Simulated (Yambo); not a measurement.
```
CsNbN2
1.0
    0.00000     4.48116     4.48116
    4.48116     0.00000     4.48116
    4.48116     4.48116     0.00000
N Nb Cs
4 2 2
Direct
  0.12500   0.12500   0.12500
  0.62500   0.12500   0.12500
  0.12500   0.12500   0.62500
  0.12500   0.62500   0.12500
  0.25000   0.25000   0.25000
  0.00000   0.00000   0.00000
  0.75000   0.75000   0.75000
  0.50000   0.50000   0.50000
```

CsNbN2 (space group Fd-3m, No. 227): mean Im ε in 1 eV windows above the direct gap of 2.45 eV, for different electron-hole kernels (Yambo, broadening 0.15 eV, PBEsol (pw.x of Quantum ESPRESSO, ONCV potentials, no spin-orbit coupling) bands; 4×4×4 mesh, 12 valence and 11 conduction bands, static screening with 96 bands and a 3 Ry block, scissor 0.84 eV, Tamm-Dancoff; field along x).

```tsv
window (eV)	independent quasiparticles	RPA (no attraction)	BSE
2.4 to 3.4	7.0	6.0	11
3.4 to 4.4	7.7	7.9	4.5
4.4 to 5.4	3.4	3.8	2.9
```

This run doesn't resolve bound excitons or single peaks, so only averages are given, and they too depend on the mesh; weight that the attraction moves below the gap isn't listed. All transitions below 6.12 eV are in the band window. The scissor comes from a G0W0 run whose convergence isn't established.

Spin-orbit splittings are left out.

Geometry of the Materials Project entry, not relaxed at this level.

The structure is a Materials Project entry; no match was found in the copy of COD used, and its stability was not checked.
